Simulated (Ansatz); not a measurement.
The cell below belongs to a search over invented structures; it isn't taken from experiment.

Input and command of a plane-wave DFT calculation in Ansatz:

```yaml
crystal:
  lattice:
    - [4.92969862, 0.0, 0.0]
    - [0.0, 4.92969862, 0.0]
    - [0.0, 0.0, 4.92969862]
  atoms:
    - { symbol: Mn, position: [0.0, 0.0, 0.0], spin: 3.63 }
    - { symbol: Cd, position: [0.5, 0.5, 0.5] }
    - { symbol: Se, position: [0.5, 0.0, 0.0] }
    - { symbol: Se, position: [0.0, 0.5, 0.0] }
    - { symbol: Se, position: [0.0, 0.0, 0.5] }
basis:
  ecutwfc: 420
kpoints:
  mp_grid: { grid: [8, 8, 8] }
hamiltonian:
  xc: pbe
scf:
  occupations: { method: gaussian, width: 0.1 }
output:
  forces: true
  stress: true
  eigenvalues: true
  populations: true
  write_density: true
  write_potential: true
  elf: true
  volumetric_format: npy
magnetization:
  spin_polarized: true
relax:
  adjacent_minimum: "off"
  f_tol: 0.01
  max_steps: 80
  cell: { stress_tol: 0.05 }
```

```bash
ansatz run input.yaml --threads 1 --pin off --max-ram 2048MiB --backend cpu --events-out ev --progress --plain --runs-dir out
```

Processor: Arm Neoverse V1, 1 thread, on a host shared with other jobs.

How long does it run, and how much memory does it take?

About 2.7 min, peak memory 0.64 GiB. It solves 52 bands at 35 k points (after reduction by symmetry) with about 2301 plane waves (on the last cell), in 43 SCF iterations over 4 ionic steps.
